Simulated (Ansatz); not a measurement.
The relaxed structure here is a generated cell of TiC: the first start was made by placing the elements on the sites of a structure type, and the end was not matched to a known phase here, so it may be hypothetical. Known forms of TiC include space group No. 225.

A relaxed structure of TiC. Space group Imma (No. 74). All values below come from r2SCAN (plane waves to 500 eV, PAW, scalar-relativistic; Ansatz, a first-principles code).

Space group Imma (No. 74); a = 2.6355 Å, b = 3.0144 Å, c = 10.8126 Å, α = β = γ = 90.00°

```
atom  site  symmetry       x       y       z
----  ----  --------  ------  ------  ------
Ti      4e       mm2  0.0000  0.2500  0.6230
C       4e       mm2  0.0000  0.2500  0.2137
```
(The calculation used a cell of 4 atoms; values per cell refer to that cell.)

```json
{
 "volume_per_atom": "10.74 Å³",
 "band_gap": "zero (metallic)",
 "shortest_distances": "C–C 1.53 Å; C–Ti 2.23 Å; Ti–Ti 2.64 Å",
 "k-mesh": "19×19×19"
}
```

No spin polarisation in the result.

The run could not lose the symmetry of its start, so the end can be a saddle point.

It was reached from a disturbed copy of a Fd-3m (No. 227) cell (AFLOW prototype AB_cF16_227_a_b (B32, as in NaTl)), against which it lies -1.73 eV/atom.
